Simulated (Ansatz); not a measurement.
Input and command of a calculation in Ansatz (plane waves; scalar-relativistic PAW potentials unless the input names others):

```yaml
crystal:
  lattice:
    - [3.8695456686, 0.0, 0.0]
    - [-1.9347728343, 3.3511248501, 0.0]
    - [0.0, 0.0, 4.9268109182]
  atoms:
    - { symbol: Si, position: [0.3333333333, 0.6666666667, 0.75] }
    - { symbol: Si, position: [0.6666666667, 0.3333333333, 0.25] }
    - { symbol: Ni, position: [0.0, 0.0, 0.0] }
    - { symbol: Ni, position: [0.0, 0.0, 0.5] }
    - { symbol: Ni, position: [0.3333333333, 0.6666666667, 0.25] }
    - { symbol: Ni, position: [0.6666666667, 0.3333333333, 0.75] }
basis:
  ecutwfc: 500
kpoints:
  mp_grid: { grid: [12, 12, 8], shift: [0.5, 0.5, 0.5] }
hamiltonian:
  xc: r2scan
scf:
  occupations: { method: gaussian, width: 0.1 }
output:
  forces: true
  eigenvalues: true
  stress: true
```

```bash
ansatz run input.yaml --threads 1 --pin off --max-ram 3072MiB --backend cpu --events-out ev --progress --plain --runs-dir out
```

Abridged log:
```
Warning: crystal.symmetry: narrowed to the stabiliser of the k-point mesh — unitary ops 24 → 8; excluded 16 operations that carry a point of the 12×12×8 mesh (shift [0.5, 0.5, 0.5]) off the mesh (the run samples exactly the mesh kpoints.mp_grid names, as under crystal.symmetry.detect: false, and its converged state has the mesh's symmetry, not the crystal's; ε∞, the Born charges and the force constants of a linear response (`dielectric:` by the response, `phonons.method: dfpt`) are averaged over those of the crystal's operations that the state keeps within a tolerance, where `mesh_tensors`, `u ...
Basis set: ecut = 500 eV, 1595 PW (Γ), exchange–correlation on 120×120×144 points (64 copies of the dense FFT grid, shifted against one another)
Bands: 48, of which v1, the nominal top of the filled ones, is band 40 counted from 1 (39 counted from 0)
Symmetry: 8 space group operations
k-points: 168 of 1152
SCF iter   1: F=—  HF=-24661.969731 eV  |F-HF|=—  |Δ(HF+E_count)|=         —  Δρ=3.11e-2  dr2=4.98e-1  dr2_τ=2.12e-1  ethr=1.77e-3  ⟨swp⟩=5.5  Hψ=29796  notcnv=0  defer=9
SCF iter   2: F=—  HF=-24662.214215 eV  |F-HF|=—  |Δ(HF+E_count)|=   2.44e-1  Δρ=2.49e-2  dr2=2.62e-1  dr2_τ=3.55e-3  ethr=6.22e-4  ⟨swp⟩=3.0  Hψ=15450  notcnv=0  defer=367
SCF iter   3: F=—  HF=-24662.197319 eV  |F-HF|=—  |Δ(HF+E_count)|=   1.69e-2  Δρ=2.15e-2  dr2=2.29e-1  dr2_τ=7.73e-4  ethr=3.28e-4  ⟨swp⟩=2.5  Hψ=11680  notcnv=0  defer=367
SCF iter   4: F=—  HF=-24662.182066 eV  |F-HF|=—  |Δ(HF+E_count)|=   1.53e-2  Δρ=8.52e-3  dr2=4.01e-2  dr2_τ=2.28e-4  ethr=2.86e-4  ⟨swp⟩=2.0  Hψ=9708  notcnv=0  defer=368
SCF iter   5: F=—  HF=-24662.176431 eV  |F-HF|=—  |Δ(HF+E_count)|=   5.64e-3  Δρ=1.69e-3  dr2=1.49e-3  dr2_τ=3.58e-5  ethr=5.01e-5  ⟨swp⟩=2.0  Hψ=12320  notcnv=0  defer=368
SCF iter   6: F=—  HF=-24662.176753 eV  |F-HF|=—  |Δ(HF+E_count)|=   3.22e-4  Δρ=8.59e-4  dr2=3.00e-4  dr2_τ=4.27e-6  ethr=1.87e-6  ⟨swp⟩=2.0  Hψ=13727  notcnv=0  defer=368
SCF iter   7: F=—  HF=-24662.176750 eV  |F-HF|=—  |Δ(HF+E_count)|=   2.79e-6  Δρ=5.39e-4  dr2=1.34e-4  dr2_τ=8.70e-7  ethr=3.76e-7  ⟨swp⟩=2.0  Hψ=11951  notcnv=0  defer=368
SCF iter   8: F=—  HF=-24662.176740 eV  |F-HF|=—  |Δ(HF+E_count)|=   9.94e-6  Δρ=8.36e-5  dr2=3.12e-6  dr2_τ=2.51e-8  ethr=1.68e-7  ⟨swp⟩=1.7  Hψ=10301  notcnv=0  defer=368
SCF iter   9: F=—  HF=-24662.176741 eV  |F-HF|=—  |Δ(HF+E_count)|=   7.65e-7  Δρ=2.69e-5  dr2=2.58e-7  dr2_τ=2.14e-9  ethr=3.90e-9  ⟨swp⟩=1.9  Hψ=9986  notcnv=0  defer=368
SCF iter  10: F=—  HF=-24662.176741 eV  |F-HF|=—  |Δ(HF+E_count)|=   1.97e-8  Δρ=1.84e-5  dr2=1.59e-7  dr2_τ=6.71e-10  ethr=1.25e-10  ⟨swp⟩=10.3  Hψ=42691  notcnv=0
SCF iter  11: F=—  HF=-24662.176741 eV  |F-HF|=—  |Δ(HF+E_count)|=   1.28e-9  Δρ=1.55e-5  dr2=1.12e-7  dr2_τ=3.19e-10  ethr=1.25e-10  ⟨swp⟩=4.3  Hψ=28991  notcnv=0
SCF iter  12: F=-24662.176741 eV  HF=-24662.176741 eV  |F-HF|=1.04e-8  |Δ(HF+E_count)|=   1.33e-8  Δρ=4.65e-6  dr2=1.13e-8  dr2_τ=1.10e-10  ethr=1.25e-10  ⟨swp⟩=4.1  Hψ=28647  notcnv=0
SCF 1 converged in 12 iterations: F = -24662.176741 eV  dr2 = 1.13e-8
SCF converged after 12 iterations
Free energy (F): -24662.176741 eV
Harris-Foulkes:  -24662.176741 eV  (|F-HF|=1.04e-8)
Internal energy: -24662.159250 eV  (E = F + TS)
E sigma→0 (E₀):  -24662.167995 eV
Entropy (-TS):   -0.017491 eV (-2.915 meV/atom)
Fermi energy:    17.555553 eV
--- Forces (eV/Å), atoms counted from 1 ---
  atom   1  Si     0.00290745    -0.00167862     0.00000000
  atom   2  Si    -0.00290745     0.00167862     0.00000000
  atom   3  Ni     0.00000000     0.00000000     0.00000000
  atom   4  Ni     0.00000000     0.00000000     0.00000000
  atom   5  Ni     0.00780962    -0.00450888     0.00000000
  atom   6  Ni    -0.00780962     0.00450888     0.00000000
--- Stress (GPa, compression-positive) ---
        0.027526      -0.035175       0.000000
       -0.035175      -0.013090       0.000000
        0.000000       0.000000       0.041752
  P = ⅓ Tr σ = 0.0187 GPa (0.187 kbar)
```

Apart from outputs, empty bands and the relaxation, which only the reference makes, the input differs from a reference run on usual settings in kpoints.mp_grid.shift: not typed → [0.5, 0.5, 0.5]. The reference, at the same geometry, ended its own course with pressure 0.01 GPa, largest force 0.000 eV/Å, no gap on the mesh. This run converged in 12 SCF iterations with an energy at zero smearing 0.05 meV/atom below the reference's, pressure 0.02 GPa, largest force 0.009 eV/Å, no gap on the mesh.

The run took 100 s on 1 thread of Arm Neoverse V2 (shared host), peak memory 0.8 GiB.